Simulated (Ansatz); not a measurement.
Relaxed-ion elastic tensor of LaBi (rock salt, Fm-3m) in GPa (Voigt order), plane-wave PAW LDA (Ansatz code); density 8.41 g/cm³, 34.36 Å³ per atom.

```
 143  13.2  13.2   0.0   0.0   0.0
13.2   143  13.2   0.0   0.0   0.0
13.2  13.2   143   0.0   0.0   0.0
 0.0   0.0   0.0  16.5   0.0   0.0
 0.0   0.0   0.0   0.0  16.5   0.0
 0.0   0.0   0.0   0.0   0.0  16.5
```

Q: Is the crystal mechanically stable?

A: Yes: the smallest eigenvalue of C is 16.5 GPa.

Q: Work out the Voigt, Reuss and Hill averages.

A: K_V = 56.4, K_R = 56.4, K_H = 56.4; G_V = 35.8, G_R = 23.5, G_H = 29.7 GPa.

Q: Give Young's modulus, Poisson's ratio, Pugh's ratio and the universal anisotropy index.

A: E = 9KG/(3K + G) = 75.7 GPa; ν = 0.28; K/G = 1.90 (ductile by the Pugh limit of 1.75); A_U = 5G_V/G_R + K_V/K_R − 6 = 2.60.

Q: Estimate the sound speeds and the Debye temperature.

A: v_l = √((K + 4G/3)/ρ) = 3380 m/s, v_t = √(G/ρ) = 1880 m/s, mean 2090 m/s; Θ = (h/k)(3n/4πV)^(1/3) v_m = 192 K.

Q: Give the Zener ratio and Young's modulus along [100], [110] and [111].

A: A = 2C44/(C11 − C12) = 0.26; 1/E = S11 − 2(S11 − S12 − S44/2)Γ with Γ = 0, 1/4, 1/3 gives 140, 54.4, 45.2 GPa.

Q: Solve the Christoffel equation for the three sound speeds along [100], [110], [111].

A: Eigenvalues of C_ijkl n_j n_l equal ρv². In km/s, slowest first: [100] 1.40, 1.40, 4.12; [110] 1.40, 2.77, 3.35; [111] 2.41, 2.41, 3.05.

The workflow started from a Materials Project entry (that database holds measured and hypothetical structures alike); the Crystallography Open Database files this formula in space group No. 225, but the cells were not matched. Its standing as an ambient phase is unchecked. The LDA relaxation kept the symmetry of its start; of distortions, only those at the zone centre were tested. As this level gives no gap, shear constants depend on the k-mesh and smearing (Fermi–Dirac, 0.1 eV here). Spin–orbit coupling is left out wherever it is not named.

Potentials: the later of the program's two PAW sets.
